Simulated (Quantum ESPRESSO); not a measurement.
CuCl has the cubic space group F-43m (No. 216), the zinc blende structure, Pearson symbol cF8. Lattice parameters: a = 5.1303 Å, b = 5.1303 Å, c = 5.1303 Å, α = 90.00°, β = 90.00°, γ = 90.00°. Cl on 4a is surrounded by 4 Cu at 2.221 Å (tetrahedral). Cu on 4d has 4 Cl at 2.221 Å (tetrahedral). (Neighbours: up to the widest gap in distance over summed covalent radii, below 1.35, at either atom; cation-cation contacts left out.)
(The calculation used a cell of 2 atoms; values per cell refer to that cell.)

The PBEsol cell relaxed from Materials Project entry mp-22914 was given an isotropic strain of -3 % on all lattice vectors, and the atoms were relaxed again.

Task: What does PBEsol (Quantum ESPRESSO, PseudoDojo norm-conserving, 92 Ry, scalar-relativistic) give for the electronic structure near the Fermi level?

Result: The PBEsol gap is direct, 0.75 eV at Γ. The filled Cu 3d shell has no Hubbard U; semilocal functionals place it too high.
